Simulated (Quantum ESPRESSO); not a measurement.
## In2GaAlP4 (input and log of a self-consistent run)

Computed values, not a measurement. The program is pw.x of Quantum ESPRESSO 7.5 (plane-wave density functional theory). The cell is made up: 8 atoms on a zincblende/diamond lattice, with randomly drawn elements, strain and displacements, not relaxed. PseudoDojo standard norm-conserving files (v0.5 for PBE, v0.4.1 for LDA and PBEsol) set the functional; there is no spin polarisation, spin-orbit coupling or dispersion term, and the masses in the input are unused placeholders.

Input:

```
&control calculation='scf', pseudo_dir='./dojo.nc.sr.pbe.v0_5.standard.upf', outdir='./o', disk_io='low', tprnfor=.true., tstress=.true. /
&system ibrav=0, nat=8, ntyp=4, nbnd=37, ecutwfc=79.96652505, nosym=.true., tot_charge=0,
 occupations='smearing', smearing='fd', degauss=0.0018374661
/
&electrons conv_thr=7.350e-09, electron_maxstep=60, /
ATOMIC_SPECIES
Al 1.0 Al.upf
Ga 1.0 Ga.upf
In 1.0 In.upf
P 1.0 P.upf
CELL_PARAMETERS angstrom
5.7229 0.0332 0.0131
0.0332 5.8965 -0.0007
0.0131 -0.0007 5.9169
ATOMIC_POSITIONS angstrom
In -0.0117 0.0429 -0.0161
In 0.006 3.0076 2.9872
Ga 2.9068 -0.0756 2.956
Al 2.7887 2.971 0.0674
P 1.4504 1.4254 1.4693
P 1.4987 4.1944 4.4975
P 4.223 1.5725 4.4359
P 4.325 4.4222 1.5373
K_POINTS automatic
4 4 4 1 1 1
```

The log is shortened where brackets say so; the opening notice, blank lines, dates and the lines on written files are dropped, and the path of the files is cut. It prints rydbergs, bohrs and kilobars, and counts compression as positive stress.

```
     Program PWSCF v.7.5
     Parallel version (MPI & OpenMP), running on       4 processor cores
     Number of MPI processes:                 4
     Threads/MPI process:                     1
     [start-up lines left out]
     bravais-lattice index     =            0
     lattice parameter (alat)  =      10.8149  a.u.
     unit-cell volume          =    1347.3639 (a.u.)^3
     number of atoms/cell      =            8
     number of atomic types    =            4
     number of electrons       =        62.00
     number of Kohn-Sham states=           37
     kinetic-energy cutoff     =      79.9665  Ry
     charge density cutoff     =     319.8661  Ry
     scf convergence threshold =      7.3E-09
     mixing beta               =       0.7000
     number of iterations used =            8  plain     mixing
     Exchange-correlation= PBE
                           (   1   4   3   4   0   0   0)
     [axes and pseudopotential details left out]
   Cartesian axes
     site n.     atom                  positions (alat units)
         1        In     tau(   1) = (  -0.0020444   0.0074961  -0.0028132  )
         2        In     tau(   2) = (   0.0010484   0.5255275   0.5219630  )
         3        Ga     tau(   3) = (   0.5079144  -0.0132098   0.5165113  )
         4        Al     tau(   4) = (   0.4872784   0.5191323   0.0117770  )
         5        P      tau(   5) = (   0.2534330   0.2490647   0.2567355  )
         6        P      tau(   6) = (   0.2618726   0.7329009   0.7858625  )
         7        P      tau(   7) = (   0.7378982   0.2747679   0.7750989  )
         8        P      tau(   8) = (   0.7557210   0.7727051   0.2686173  )
     number of k points=    32  Fermi-Dirac smearing, width (Ry)=  0.0018
                       cart. coord. in units 2pi/alat
        k(    1) = (   0.1240264   0.1206382   0.1206436), wk =   0.0625000
        k(    2) = (   0.1234727   0.1206700   0.3624527), wk =   0.0625000
     [further k points left out]
     Dense  grid:   130135 G-vectors     FFT dimensions: (  64,  64,  64)
     Estimated max dynamical RAM per process >     245.26 MB
     Estimated total dynamical RAM >     885.73 MB
     Initial potential from superposition of free atoms
     starting charge      61.9865, renormalised to      62.0000
     Starting wfcs are   47 randomized atomic wfcs
     total cpu time spent up to now is        3.4 secs
     per-process dynamical memory:   174.4 Mb
     Self-consistent Calculation
     iteration #  1     ecut=    79.97 Ry     beta= 0.70
     Davidson diagonalization with overlap
     ethr =  1.00E-02,  avg # of iterations =  4.0
     Threshold (ethr) on eigenvalues was too large:
     Diagonalizing with lowered threshold
     Davidson diagonalization with overlap
     ethr =  5.99E-04,  avg # of iterations =  2.0
     total cpu time spent up to now is       12.7 secs
     total energy              =    -478.82434670 Ry
     estimated scf accuracy    <       0.38113808 Ry
     iteration #  2     ecut=    79.97 Ry     beta= 0.70
     Davidson diagonalization with overlap
     ethr =  6.15E-04,  avg # of iterations =  2.8
     total cpu time spent up to now is       17.4 secs
     total energy              =    -478.92152609 Ry
     estimated scf accuracy    <       0.13146114 Ry
     iteration #  3     ecut=    79.97 Ry     beta= 0.70
     Davidson diagonalization with overlap
     ethr =  2.12E-04,  avg # of iterations =  2.2
     total cpu time spent up to now is       21.6 secs
     total energy              =    -478.94572385 Ry
     estimated scf accuracy    <       0.00881404 Ry
     iteration #  4     ecut=    79.97 Ry     beta= 0.70
     Davidson diagonalization with overlap
     c_bands:  1 eigenvalues not converged
     ethr =  1.42E-05,  avg # of iterations =  8.4
     total cpu time spent up to now is       27.7 secs
     total energy              =    -478.94827927 Ry
     estimated scf accuracy    <       0.00298875 Ry
     iteration #  5     ecut=    79.97 Ry     beta= 0.70
     Davidson diagonalization with overlap
     ethr =  4.82E-06,  avg # of iterations =  4.8
     total cpu time spent up to now is       32.6 secs
     total energy              =    -478.94877548 Ry
     estimated scf accuracy    <       0.00023643 Ry
     iteration #  6     ecut=    79.97 Ry     beta= 0.70
     Davidson diagonalization with overlap
     ethr =  3.81E-07,  avg # of iterations =  2.8
     total cpu time spent up to now is       37.3 secs
     total energy              =    -478.94880832 Ry
     estimated scf accuracy    <       0.00003951 Ry
     iteration #  7     ecut=    79.97 Ry     beta= 0.70
     Davidson diagonalization with overlap
     ethr =  6.37E-08,  avg # of iterations =  3.5
     total cpu time spent up to now is       42.2 secs
     total energy              =    -478.94881877 Ry
     estimated scf accuracy    <       0.00000188 Ry
     iteration #  8     ecut=    79.97 Ry     beta= 0.70
     Davidson diagonalization with overlap
     ethr =  3.04E-09,  avg # of iterations =  4.7
     total cpu time spent up to now is       48.2 secs
     total energy              =    -478.94881973 Ry
     estimated scf accuracy    <       0.00000029 Ry
     iteration #  9     ecut=    79.97 Ry     beta= 0.70
     Davidson diagonalization with overlap
     ethr =  4.75E-10,  avg # of iterations =  3.3
     total cpu time spent up to now is       53.0 secs
     total energy              =    -478.94881984 Ry
     estimated scf accuracy    <       0.00000004 Ry
     iteration # 10     ecut=    79.97 Ry     beta= 0.70
     Davidson diagonalization with overlap
     ethr =  6.78E-11,  avg # of iterations =  2.3
     total cpu time spent up to now is       57.4 secs
     total energy              =    -478.94881984 Ry
     estimated scf accuracy    <          1.0E-08 Ry
     iteration # 11     ecut=    79.97 Ry     beta= 0.70
     Davidson diagonalization with overlap
     ethr =  1.61E-11,  avg # of iterations =  3.2
     total cpu time spent up to now is       61.7 secs
     End of self-consistent calculation
     [lines on levels left out]
!    total energy              =    -478.94881985 Ry
     estimated scf accuracy    <          7.2E-10 Ry
     smearing contrib. (-TS)   =      -0.00000000 Ry
     internal energy E=F+TS    =    -478.94881985 Ry
     The total energy is F=E-TS. E is the sum of the following terms:
     one-electron contribution =    -211.32409114 Ry
     hartree contribution      =     144.36843629 Ry
     xc contribution           =    -140.42123446 Ry
     ewald contribution        =    -271.57193054 Ry
     convergence has been achieved in  11 iterations
     Forces acting on atoms (cartesian axes, Ry/au):
     atom    1 type  3   force =    -0.00554567   -0.01701551   -0.01816410
     atom    2 type  3   force =     0.00207030   -0.04721196   -0.01184426
     atom    3 type  2   force =    -0.01075636    0.01331332    0.01325323
     atom    4 type  1   force =     0.03047378   -0.02857859    0.01541703
     atom    5 type  4   force =     0.03723513    0.01212477    0.02099678
     atom    6 type  4   force =     0.02719171    0.07830060    0.00549697
     atom    7 type  4   force =    -0.03141074   -0.02353324    0.01022994
     atom    8 type  4   force =    -0.04925815    0.01260061   -0.03538559
     Total force =     0.140829     Total SCF correction =     0.000084
     Computing stress (Cartesian axis) and pressure
          total   stress  (Ry/bohr**3)                   (kbar)     P=      -24.56
  -0.00007830  -0.00002745   0.00010429          -11.52       -4.04       15.34
  -0.00002745  -0.00023199  -0.00003077           -4.04      -34.13       -4.53
   0.00010429  -0.00003077  -0.00019063           15.34       -4.53      -28.04
     init_run     :      3.17s CPU      3.28s WALL (       1 calls)
     electrons    :     58.09s CPU     58.35s WALL (       1 calls)
     forces       :      0.79s CPU      0.80s WALL (       1 calls)
     stress       :      2.59s CPU      2.67s WALL (       1 calls)
     [timing details left out]
     PWSCF        :   1m 4.78s CPU   1m 5.27s WALL
     JOB DONE.
```

In other units: free energy -6516.431 eV for the cell, pressure -2.46 GPa, largest force component 2.013 eV/Å. A rerun of a related cell, with the same atoms placed differently, at 1377 eV and a 6 x 6 x 6 mesh moved values by no more than 0.007 eV in energy, 0.02 GPa in stress and 0.002 eV/Å in force.